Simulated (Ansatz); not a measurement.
One starting cell of GaN (a generated trial cell of GaN in the 4H structure type) was relaxed twice with Ansatz (plane waves, PAW, scalar-relativistic): with PBEsol at 420 eV and with PBE at 420 eV. The PBEsol result:

GaN is taken in the hexagonal space group P6₃mc (No. 186), Pearson symbol hP8. Cell: a = 3.1814 Å, b = 3.1814 Å, c = 10.3791 Å, α = 90.00°, β = 90.00°, γ = 120.00°. Ga1 on 2a is coordinated by 4 N at 1.946–1.951 Å (tetrahedral). Ga2 on 2b is coordinated by 4 N at 1.947–1.950 Å (tetrahedral). N1 on 2a is surrounded by 4 Ga at 1.947–1.951 Å (tetrahedral). N2 on 2b is coordinated by 4 Ga at 1.946–1.950 Å (tetrahedral). (Neighbours: up to the widest gap in distance over summed covalent radii, below 1.35, at either atom; cation-cation and far metal-metal contacts left out.)

```json
[
 {"quantity": "space group", "PBEsol": "P6₃mc", "PBE": "P6₃mc"},
 {"quantity": "volume (Å³/atom)", "PBEsol": "11.37", "PBE": "…"},
 {"quantity": "a (Å)", "PBEsol": "3.181", "PBE": "…"},
 {"quantity": "c (Å)", "PBEsol": "10.379", "PBE": "…"},
 {"quantity": "gap (eV, no spin-orbit coupling)", "PBEsol": "1.79", "PBE": "…"}
]
```

Question: Fill in the PBE column.

Answer: 
- volume (Å³/atom), PBE: 11.76
- a (Å), PBE: 3.217
- c (Å), PBE: 10.495
- gap (eV, no spin-orbit coupling), PBE: 1.62

Both levels end in the same structure; PBE's volume is 3.4 % larger; its gap is 0.17 eV smaller. Neither column is exact.

No spin polarisation in the result.

The run could not lose the symmetry of its start; a randomly shaken copy of 8 atoms returns to this structure.

The first start was generated by placing the elements on the sites of a structure type. A measured structure of GaN has the same space group, P6₃mc (No. 186); the sites were not compared with it.

Ansatz is a first-principles code.
